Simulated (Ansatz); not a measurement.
Ge2Mo:
```
Ge2Mo
1.0
   -1.65953     1.65953     4.09545
    1.65953    -1.65953     4.09545
    1.65953     1.65953    -4.09545
Ge Mo
2 1
Direct
  0.66165   0.66165   0.00000
  0.33835   0.33835   0.00000
  0.00000   0.00000   0.00000
```

Relaxed with r²SCAN. Special points in fractions of this cell's reciprocal vectors: Γ (0.000, 0.000, 0.000); X (0.000, 0.000, 0.500); P (0.250, 0.250, 0.250); N (0.000, 0.500, 0.000); M (0.500, 0.500, -0.500); S (0.291, 0.709, -0.291); S0 (-0.291, 0.291, 0.291); R (-0.082, 0.082, 0.500); G (0.500, 0.500, -0.082).

Problem. List the band energies nearest the Fermi level at these points for r²SCAN in the plane-wave PAW code Ansatz.

Solution. In eV from the Fermi level; about four levels below and three above (degenerate sets whole), none deeper than 8.9 eV; points with the same levels are listed once.

```json
[
 {"k": "Γ", "below": "-4.80 -2.66 -2.52 -2.52", "above": "0.35 2.91 3.72 3.72"},
 {"k": "X", "below": "-5.57 -4.22 -2.89 -1.26", "above": "2.08 2.25 3.22"},
 {"k": "P", "below": "-2.87 -2.06 -2.06 -0.09", "above": "2.08 4.17 4.53 4.53"},
 {"k": "N", "below": "-4.67 -2.48 -2.24 -0.21", "above": "2.01 3.01 3.62"},
 {"k": "M", "below": "-0.60 -0.60 -0.52 -0.52", "above": "0.39 3.35 4.54"},
 {"k": "S", "below": "-2.50 -2.44 -2.29 -0.15", "above": "1.52 3.64 3.88"},
 {"k": "R", "below": "-4.27 -4.26 -2.77 -1.79", "above": "1.76 1.98 2.13"}
]
```

Space group I4/mmm (MoSi2 or CaC2 type). The workflow started from a Materials Project entry (that database holds measured and hypothetical structures alike); the Crystallography Open Database copy checked does not list it. COD files the formula under space group No. 62, so this cell is another polymorph or a model. Whether it is the stable phase at ambient conditions was not checked. The cell was relaxed with r²SCAN under the symmetry of its start; its stability against distortions is not shown here. The run is not spin-polarised. Spin–orbit coupling is left out wherever it is not named.

Potentials: the later of the program's two PAW sets.
